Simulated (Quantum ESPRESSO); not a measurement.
Band energies of Rb₂LiScCl₆

```
CELL_PARAMETERS angstrom
      0.00000     5.11618     5.11618
      5.11618     0.00000     5.11618
      5.11618     5.11618     0.00000
ATOMIC_POSITIONS crystal
  Li 0.50000 0.50000 0.50000
  Cl 0.75536 0.24464 0.24464
  Cl 0.24464 0.75536 0.75536
  Cl 0.24464 0.75536 0.24464
  Cl 0.75536 0.24464 0.75536
  Cl 0.24464 0.24464 0.75536
  Cl 0.75536 0.75536 0.24464
  Sc 0.00000 0.00000 0.00000
  Rb 0.75000 0.75000 0.75000
  Rb 0.25000 0.25000 0.25000
```

norm-conserving PBEsol (Quantum ESPRESSO, 78 Ry, scalar-relativistic); path ΓXWKΓLUWLK,UX; energies in eV from the valence-band maximum.

```
k (1/Å)  point  band 33  band 34  band 35  band 36  band 37  band 38  band 39  band 40
-------  -----  -------  -------  -------  -------  -------  -------  -------  -------
0.00         Γ    -0.32    -0.32     0.00     0.00     0.00     3.72     3.72     3.72
0.20              -0.38    -0.38    -0.15    -0.15     0.00     3.72     3.81     3.81
0.41              -0.54    -0.54    -0.45    -0.45    -0.01     3.73     3.97     3.97
0.61         X    -0.81    -0.81    -0.50    -0.50    -0.02     3.74     4.05     4.05
0.61         W    -0.77    -0.77    -0.63    -0.30    -0.30     3.89     3.89     4.05
0.83         K    -0.77    -0.66    -0.53    -0.46    -0.15     3.81     3.99     4.01
1.05              -0.65    -0.38    -0.36    -0.35    -0.24     3.86     3.87     3.91
1.27              -0.40    -0.33    -0.15    -0.12    -0.06     3.76     3.79     3.80
1.48         Γ    -0.32    -0.32     0.00     0.00     0.00     3.72     3.72     3.72
1.66              -0.33    -0.33    -0.09    -0.09    -0.05     3.75     3.77     3.77
1.84              -0.36    -0.36    -0.27    -0.27    -0.18     3.79     3.85     3.85
2.01         L    -0.39    -0.39    -0.34    -0.34    -0.29     3.80     3.89     3.89
2.20              -0.56    -0.48    -0.41    -0.37    -0.26     3.84     3.91     3.94
2.39         U    -0.77    -0.66    -0.53    -0.46    -0.15     3.81     3.99     4.01
2.39         W    -0.77    -0.77    -0.63    -0.30    -0.30     3.89     3.89     4.05
2.54              -0.65    -0.63    -0.51    -0.31    -0.29     3.87     3.89     4.01
2.68              -0.46    -0.46    -0.39    -0.34    -0.29     3.83     3.89     3.93
2.82         L    -0.39    -0.39    -0.34    -0.34    -0.29     3.80     3.89     3.89
2.95              -0.44    -0.43    -0.38    -0.36    -0.28     3.83     3.89     3.92
3.08              -0.69    -0.54    -0.44    -0.41    -0.22     3.83     3.94     3.97
3.20         K    -0.77    -0.66    -0.53    -0.46    -0.15     3.81     3.99     4.01
3.20         U    -0.77    -0.66    -0.53    -0.46    -0.15     3.81     3.99     4.01
3.31              -0.77    -0.69    -0.57    -0.49    -0.05     3.76     4.03     4.04
3.42         X    -0.81    -0.81    -0.50    -0.50    -0.02     3.74     4.05     4.05
```

The PBEsol gap is direct, 3.72 eV at Γ. Another valence and conduction extremum on the path lies within 0.02 eV, too close to call.

Geometry of the Materials Project entry, not relaxed at this level.

The structure is a Materials Project entry; no match was found in the copy of COD used, and its stability was not checked.
